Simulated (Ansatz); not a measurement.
ZnS:
```cif
data_S18Zn18
_chemical_formula_sum 'Zn18 S18'
_space_group_name_H-M_alt 'P 1'
_space_group_IT_number 1
_cell_length_a 3.80963
_cell_length_b 3.80963
_cell_length_c 56.04917
_cell_angle_alpha 90.000
_cell_angle_beta 90.000
_cell_angle_gamma 120.000
loop_
_space_group_symop_operation_xyz
  'x, y, z'
loop_
_atom_site_label
_atom_site_type_symbol
_atom_site_fract_x
_atom_site_fract_y
_atom_site_fract_z
_atom_site_occupancy
Zn1 Zn 0.00000 0.00000 0.16666 1
Zn2 Zn 0.33333 0.66667 0.22219 1
Zn3 Zn 0.00000 0.00000 0.49995 1
Zn4 Zn 0.66667 0.33333 0.55546 1
Zn5 Zn 0.66667 0.33333 0.27770 1
Zn6 Zn 0.33333 0.66667 0.05562 1
Zn7 Zn 0.33333 0.66667 0.61106 1
Zn8 Zn 0.66667 0.33333 0.77788 1
Zn9 Zn 0.66667 0.33333 0.11114 1
Zn10 Zn 0.33333 0.66667 0.44443 1
Zn11 Zn 0.00000 0.00000 0.72226 1
Zn12 Zn 0.66667 0.33333 0.38892 1
Zn13 Zn 0.66667 0.33333 0.94450 1
Zn14 Zn 0.00000 0.00000 0.33331 1
Zn15 Zn 0.33333 0.66667 0.83338 1
Zn16 Zn 0.00000 0.00000 0.00011 1
Zn17 Zn 0.66667 0.33333 0.66667 1
Zn18 Zn 0.00000 0.00000 0.88890 1
S1 S 0.66667 0.33333 0.98620 1
S2 S 0.66667 0.33333 0.70829 1
S3 S 0.00000 0.00000 0.04173 1
S4 S 0.33333 0.66667 0.48606 1
S5 S 0.66667 0.33333 0.59709 1
S6 S 0.66667 0.33333 0.15278 1
S7 S 0.00000 0.00000 0.54158 1
S8 S 0.33333 0.66667 0.09725 1
S9 S 0.66667 0.33333 0.81950 1
S10 S 0.00000 0.00000 0.37501 1
S11 S 0.66667 0.33333 0.31933 1
S12 S 0.00000 0.00000 0.93053 1
S13 S 0.33333 0.66667 0.26382 1
S14 S 0.33333 0.66667 0.65277 1
S15 S 0.00000 0.00000 0.76396 1
S16 S 0.66667 0.33333 0.43054 1
S17 S 0.00000 0.00000 0.20830 1
S18 S 0.33333 0.66667 0.87501 1
```

Relaxed with r²SCAN. Plane-wave PAW r²SCAN (Ansatz code) gives a gap of 2.72 eV.

What gap does HSE06 give on the same cell (Ansatz, PAW)?

3.39 eV, 0.67 eV more. The hybrid was solved on a coarser mesh and at special points; its gap is the smallest among all of these.

Cost on shared cores: the r²SCAN run (SCF on a 8×8×1 mesh, then bands and DOS) roughly 120 core-minutes, the HSE06 run (SCF on 5×5×1, then a few points) very roughly 60 core-minutes; the tasks are unlike.

Space group P3m1. The first step of the workflow began from a Materials Project structure, measured or hypothetical; the Crystallography Open Database files this formula in space group No. 156, but the cells were not matched. It is not the phase usual at ambient conditions (space group No. 186, 216). The cell was relaxed with r²SCAN under the symmetry of its start; its stability against distortions is not shown here.

Potentials: the later of the program's two PAW sets.
